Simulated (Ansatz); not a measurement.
Profile along the N–Nb line in NbN (rock salt)

NbN (rock salt)

```cif
data_N4Nb4
_chemical_formula_sum 'N4 Nb4'
_space_group_name_H-M_alt 'Fm-3m'
_space_group_IT_number 225
_space_group_name_Hall '-F 4 2 3'
_cell_length_a 4.38009
_cell_length_b 4.38009
_cell_length_c 4.38009
_cell_angle_alpha 90.000
_cell_angle_beta 90.000
_cell_angle_gamma 90.000
loop_
_atom_site_label
_atom_site_type_symbol
_atom_site_symmetry_multiplicity
_atom_site_Wyckoff_symbol
_atom_site_fract_x
_atom_site_fract_y
_atom_site_fract_z
_atom_site_occupancy
N1 N 4 a 0.00000 0.00000 0.00000 1
Nb1 Nb 4 b 0.50000 0.50000 0.50000 1
```
(The calculation used a cell of 2 atoms; values per cell refer to that cell.)

Fields along a shortest N–Nb line of a {100} plane (2.19 Å), from N to Nb, interpolated on the slice's grid (step about 0.1 Å). The numbers are results of PBEsol (plane waves to 420 eV, PAW, scalar-relativistic; Ansatz, a quantum-chemistry and plane-wave program), not measurements. k mesh 18×18×18. These are valence fields of a PAW run, semicore shells included where kept as valence: close to a nucleus they are smooth pseudo fields. NbN is run without spin polarisation. NbN was relaxed with its symmetry unable to fall. This is a high-temperature form of NbN.

| distance from N (Å) | valence electron density (e/Å³) | electron localisation function |
|---|---|---|
| 0.00 | 3.51 | x |
| 0.22 | 3.57 | x |
| 0.44 | 2.69 | 0.69 |
| 0.66 | 1.37 | 0.80 |
| 0.88 | 0.71 | 0.55 |
| 1.09 | 0.56 | 0.17 |
| 1.31 | 1.06 | 0.34 |
| 1.53 | 2.75 | 0.70 |
| 1.75 | 4.81 | 0.70 |
| 1.97 | 4.94 | x |
| 2.19 | 4.20 | x |

x: too close to a nucleus for the ELF to mean much.

Density on the N–Nb line (2.19 Å) at its density minimum, 1.0 Å from N: 0.55 e/Å³. ELF at that point: 0.2.
